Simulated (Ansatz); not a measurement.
Input:

AlNi:
```cif
data_AlNi
_chemical_formula_sum 'Al1 Ni1'
_space_group_name_H-M_alt 'Pm-3m'
_space_group_IT_number 221
_space_group_name_Hall '-P 4 2 3'
_cell_length_a 2.83227
_cell_length_b 2.83227
_cell_length_c 2.83227
_cell_angle_alpha 90.000
_cell_angle_beta 90.000
_cell_angle_gamma 90.000
loop_
_atom_site_label
_atom_site_type_symbol
_atom_site_symmetry_multiplicity
_atom_site_Wyckoff_symbol
_atom_site_fract_x
_atom_site_fract_y
_atom_site_fract_z
_atom_site_occupancy
Al1 Al 1 b 0.50000 0.50000 0.50000 1
Ni1 Ni 1 a 0.00000 0.00000 0.00000 1
```

This is the LDA-relaxed structure.

### Question
All from LDA in the plane-wave PAW code Ansatz, unless another level is named. Predict the highest zone-centre frequency.

### Answer
307 cm⁻¹.

### Question
And the Debye temperature from the elastic constants?

### Answer
541 K.

### Question
Predict the elastic constants (relaxed ions, GPa).

### Answer
C11 = 241, C12 = 158, C44 = 133.

The LDA relaxation kept the symmetry of its start. No spin polarisation was allowed. As this level gives no gap, shear constants depend on the k-mesh and smearing (Fermi–Dirac, 0.1 eV here). As this level gives no gap, phonon frequencies hold no LO–TO term and depend on the k-mesh and smearing (Fermi–Dirac, 0.1 eV here).

Potentials: the earlier of the program's two PAW sets. The files were generated under PBE; for other functionals the program regenerates the frozen cores, and for LDA and PBEsol the local potential too.
